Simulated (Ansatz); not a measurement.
A geometry of SnO₂ away from equilibrium: the start of the relaxation of a relaxed SnO2 cell, doubled along one cell vector, shaken by Gaussian noise of σ = 0.08 Å a coordinate. The numbers are results of r2SCAN (plane waves to 500 eV, PAW, scalar-relativistic; Ansatz, a first-principles code), not measurements. Γ-centred k-mesh 5×3×7 on the run's cell (coarser than for final values), Fermi–Dirac smearing 0.05 eV.

```xyz
12
Lattice="4.7597 0.0000 0.0000 0.0000 9.5194 0.0000 0.0000 0.0000 3.2010" Properties=species:S:1:pos:R:3:forces:R:3 pbc="T T T" free_energy=-28703.681 pressure_GPa=1.7
Sn     2.5242     2.3684     1.5518   -2.4893    2.8315    1.2167
Sn     2.4464     7.0826     1.6445   -1.3019    0.9039    1.0798
Sn    -0.0046     0.0063    -0.0225    1.8581    0.7667   -0.1434
Sn     0.0469     4.8495    -0.1426    1.3137   -1.9373    2.5759
O      3.8005     3.9400     1.6846    0.0491   -0.4396   -1.9533
O      3.8755     8.5775     1.5809   -0.1566    0.1465    0.3419
O      1.4925     3.3387     0.0000    0.2605   -0.6330   -0.3784
O      1.4314     7.9943     0.0766    0.1849    0.0852   -0.7484
O      3.3476     1.5152     0.0065    1.4908   -1.5846   -1.0151
O      3.2658     6.1487     0.1209    1.1204    0.4268   -1.6421
O      1.0391     0.9936     1.5222   -1.6276   -1.7518    0.5749
O      1.1130     5.5399     1.5095   -0.7021    1.1855    0.0913
```

Positions in Å, forces in eV/Å, free energy of the cell in eV (comparable only within this code, potentials and settings). Largest force: 3.96 eV/Å, on Sn1 (atoms numbered as listed); the geometry lies 0.10 eV/atom above the end of its relaxation.

No spin polarisation in the result.
